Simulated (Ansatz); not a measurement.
Values for one crystal, relaxed and computed with PBEsol (plane waves, PAW; program Ansatz); other levels are named.

```yaml
volume_per_atom: 34.43 Å³
electronic_character: no gap, with almost no states at the Fermi level (zero-gap or semimetallic)
Poisson's ratio: 0.35
Young's modulus: 34.2 GPa
Density of states at the Fermi level: 0.02 states/eV per atom (mean over ±0.08 eV)
Elastic constants (relaxed ions, GPa): C11 = 70.8, C12 = 32.3, C13 = 27.6, C14 = -5.7, C33 = 41.1, C44 = 10.1
zone_centre_stability: no imaginary mode at Γ
```

Question: Which compound is it?
A. Au, fcc (Cu type)
B. Zr, hcp (Mg type)
C. Bi, A7 (α-As type)
D. W, hcp (Mg type)

Answer: C, Bi, A7 (α-As type)

Space group R-3m (A7 (α-As type)). The cell was relaxed with PBEsol under the symmetry of its start. As this level gives no gap, shear constants depend on the k-mesh and smearing (Fermi–Dirac, 0.1 eV here). Scalar-relativistic: spin–orbit coupling is off unless named, which matters more the heavier the elements.

Potentials: the earlier of the program's two PAW sets. The files were generated under PBE; for other functionals the program regenerates the frozen cores, and for LDA and PBEsol the local potential too.
